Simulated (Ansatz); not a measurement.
ZrC in space group Pm-3m (No. 221; Zr on 3c, C on 3d) at seven volumes, the program Ansatz at the r²SCAN level (PAW), scaled uniformly. One row is withheld.

```csv
V (Å³/atom),P (GPa)
14.945,16.54
15.438,?
15.931,4.79
16.423,0.00
16.916,-4.15
17.409,-7.75
17.902,-10.88
```

Task: Fit the shown pressures and predict the withheld one.

Result: P = (3/2)B₀(x^(7/2) − x^(5/2))[1 + (3/4)(B′ − 4)(x − 1)] with x = (V₀/V)^(2/3). Least squares on the six rows gives V₀ = 16.424 Å³/atom, B₀ = 148 GPa, B′ = 3.62. At V = 15.438, x = 1.0421 and P = 10.25 GPa. The run itself gave 10.29 GPa.

The start of the workflow was typed in or built on a structure type; neither database checked (COD, Materials Project) lists it. It is not the phase usual at ambient conditions (space group No. 225). The cell was relaxed with r²SCAN under the symmetry of its start; whether a distortion lowers the energy is not shown. No spin polarisation was allowed. The volume moved by 17 % from the start of the relaxation. Its formation energy is positive at this level, so the cell may be metastable or incomplete.

Potentials: the earlier of the program's two PAW sets.
